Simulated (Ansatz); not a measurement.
According to the program Ansatz at the r²SCAN level (PAW), Ta in the diamond structure (Fd-3m) relaxes to a = 6.055 Å. Ta has 4 nearest neighbours from 2.62 Å (tetrahedral).

Electronic character: metallic (no gap). Gap from r²SCAN with spin–orbit coupling: none (metallic).

The bulk modulus is 70.3 GPa.

The start of the workflow was typed in or built on a structure type; neither database checked (COD, Materials Project) lists it. It is not the phase usual at ambient conditions (space group No. 229). The cell was relaxed with r²SCAN under the symmetry of its start; its stability against distortions is not shown here. The run is not spin-polarised. Spin–orbit coupling is left out wherever it is not named.

Potentials: the later of the program's two PAW sets.
